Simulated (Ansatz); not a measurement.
C:
```
C
1.0
    0.00000     1.78013     1.78013
    1.78013     0.00000     1.78013
    1.78013     1.78013     0.00000
C
2
Direct
  0.50000   0.50000   0.50000
  0.75000   0.75000   0.75000
```

Relaxed with r²SCAN.

List the phonon frequencies at the special points (DFPT on a 6×6×6 q-mesh, Fourier-interpolated; r²SCAN in the plane-wave PAW code Ansatz).

In cm⁻¹.

```csv
q,frequencies
Γ,0 0 0 1324 1324 1324
X,802 802 1076 1076 1224 1224
U,766 992 1018 1078 1098 1250
K,766 992 1018 1078 1098 1250
L,561 561 1059 1221 1221 1284
W,934 934 1008 1008 1175 1175
```

Space group Fd-3m (diamond). The cell was relaxed with r²SCAN under the symmetry of its start; phonons on a q-mesh show no instability.

Potentials: the later of the program's two PAW sets.
